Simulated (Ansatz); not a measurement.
Relaxation of a relaxed MoS2 cell, doubled along one cell vector, shaken by Gaussian noise of σ = 0.08 Å a coordinate; 12 atoms in the cell, which starts as P1 (No. 1), aP12; a = 3.1612 Å, b = 5.2671 Å, c = 12.0460 Å, α = 90.00°, β = 90.00°, γ = 90.00°. Level of theory: PBE (plane waves to 420 eV, PAW, scalar-relativistic; Ansatz, a first-principles code). Γ-centred k-mesh 5×2×7 on the run's cell (coarser than for final values), Fermi–Dirac smearing 0.05 eV. This is the first round of the run. 

The optimiser's lines from the output (shortened; P is positive under compression):

```
relax step   1: F+E_penalty+E_count = -27045.93990529 eV  Δ(F+E_penalty+E_count) = +0.000e0 eV  max|allowed force component| = 4.499e0 eV/Å  Δτ_max = 0.0000 Å  P = +1.286 GPa  Ω = 200.573 Å³  (10 SCF iters, dr2 threshold 1.00e-7 eV, accepted)
relax step   2: F+E_penalty+E_count = -27047.15115143 eV  Δ(F+E_penalty+E_count) = -1.211e0 eV  max|allowed force component| = 1.044e0 eV/Å  Δτ_max = 0.1948 Å  P = +0.138 GPa  Ω = 199.517 Å³  (8 SCF iters, dr2 threshold 1.20e-6 eV, accepted)
relax step   3: F+E_penalty+E_count = -27047.24841324 eV  Δ(F+E_penalty+E_count) = -9.726e-2 eV  max|allowed force component| = 3.782e-1 eV/Å  Δτ_max = 0.0608 Å  P = -0.896 GPa  Ω = 202.543 Å³  (7 SCF iters, dr2 threshold 1.20e-6 eV, accepted)
relax step   4: F+E_penalty+E_count = -27047.28363244 eV  Δ(F+E_penalty+E_count) = -3.522e-2 eV  max|allowed force component| = 1.420e-1 eV/Å  Δτ_max = 0.0345 Å  P = +0.417 GPa  Ω = 200.485 Å³  (6 SCF iters, dr2 threshold 1.20e-6 eV, accepted)
relax step   5: F+E_penalty+E_count = -27047.28805361 eV  Δ(F+E_penalty+E_count) = -4.421e-3 eV  max|allowed force component| = 2.734e-2 eV/Å  Δτ_max = 0.0233 Å  P = -0.044 GPa  Ω = 200.482 Å³  (6 SCF iters, dr2 threshold 1.20e-6 eV, accepted)
relax step   6: F+E_penalty+E_count = -27047.28982824 eV  Δ(F+E_penalty+E_count) = -1.775e-3 eV  max|allowed force component| = 1.628e-3 eV/Å  Δτ_max = 0.0042 Å  P = -0.017 GPa  Ω = 200.495 Å³  (6 SCF iters, dr2 threshold 6.26e-7 eV, accepted)
relax step   7: F+E_penalty+E_count = -27047.28983471 eV  Δ(F+E_penalty+E_count) = -6.471e-6 eV  max|allowed force component| = 1.820e-4 eV/Å  Δτ_max = 0.0002 Å  P = -0.002 GPa  Ω = 200.477 Å³  (6 SCF iters, dr2 threshold 1.47e-9 eV, accepted)
relax step   8: F+E_penalty+E_count = -27047.28982112 eV  Δ(F+E_penalty+E_count) = +1.359e-5 eV  max|allowed force component| = 1.837e-4 eV/Å  Δτ_max = 0.0000 Å  P = -0.003 GPa  Ω = 200.477 Å³  stress off target by 6.06e-3 GPa  SCF on the basis re-selected at this cell (its energy is not comparable with the rows above)  (10 SCF iters)
```

From the first to the last row the energy changes by -0.11 eV/atom and the volume by 0.0 %. The last row is marked as not comparable with the walk above it, whose basis was carried along; it does compare with step 1, since both stand on a basis selected at the nominal cutoff for their own cell.

Later rounds, restarted from the end of this one on a renewed k-mesh, logged 4 more steps and released under 0.01 eV/atom more. The final structure after all rounds: Pnnm (No. 58), oP6, AFLOW prototype AB2_oP6_58_a_g (as in Fe2C); a = 5.266 Å, b = 6.023 Å, c = 3.161 Å, α = 90.00°, β = 90.00°, γ = 90.00°. No spin polarisation in the result.

The relaxed structure here is a generated cell of MoS2: the first start was made by placing the elements on the sites of a structure type, and the end was not matched to a known phase here, so it may be hypothetical. Known forms of MoS2 include space group No. 160, 194.
